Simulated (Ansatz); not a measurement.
Method: DFT PBE, scalar-relativistic, plane waves, PAW in Ansatz 0.2.0. Settings: cutoff 420 eV, Γ-centred meshes spaced at most about 0.3 Å⁻¹, and about 0.25 Å⁻¹ or finer for metals (2π included), Gaussian smearing. No spin polarisation in the final relaxations.

Temperature and zero-point effects are left out.

Two relaxed structures of SnAs₂Se:

A.

```xyz
8
Lattice="3.9700 0.0000 0.0000 -1.9850 3.4381 0.0000 0.0000 0.0000 13.6369" Properties=species:S:1:pos:R:3 pbc="T T T"
Sn    0.0000    2.2921   10.2277
Sn    1.9850    1.1460    3.4092
As    0.0000    2.2921    1.6761
As    1.9850    1.1460    8.4945
As    1.9850    1.1460   11.9608
As    0.0000    2.2921    5.1424
Se    0.0000    0.0000    6.8184
Se    0.0000    0.0000    0.0000
```

B.

```xyz
4
Lattice="2.8660 0.0000 0.0000 0.0000 2.8660 0.0000 0.0000 0.0000 11.3406" Properties=species:S:1:pos:R:3 pbc="T T T"
Sn    0.0000    0.0000    0.0000
As    0.0000    0.0000    2.9125
As    0.0000    0.0000    8.4281
Se    0.0000    0.0000    5.6703
```

Problem. Which is lower in energy, and by how much?

Solution. A is lower, by 71 meV/atom. A has space group P6_3/mmc (No. 194), 23.3 Å³/atom and no gap on its mesh; B has space group P4/mmm (No. 123), 23.3 Å³/atom and no gap. Counting As or Sn atoms around Se (for each partner element, those within 1.25 times its shortest distance or 1.15 times the sum of covalent radii, where it is the nearest in units of that sum or under 1.3; the shortest distance is added where it is long for a bond), A has Se 6 from 2.8 Å and B has Se 2. Even the lower one lies +0.11 eV/atom against the reference forms of the elements (uncorrected), so neither is stable at this level. In A, Sn has 6 As at 2.87 Å; As has 3 Se at 2.84 Å and 3 Sn at 2.87 Å; Se is surrounded by 6 As at 2.84 Å. In B, Sn is surrounded by 4 Sn at 2.87 Å and 2 As at 2.91 Å; As has 1 Se at 2.76 Å, 4 As at 2.87 Å and 1 Sn at 2.91 Å; Se is surrounded by 2 As at 2.76 Å and 4 Se at 2.87 Å. Both come from invented guesses. A third cell relaxed alike, in P1, lies 150 meV/atom below the lower of the two.

Cells relaxed within their symmetry can be saddle points.
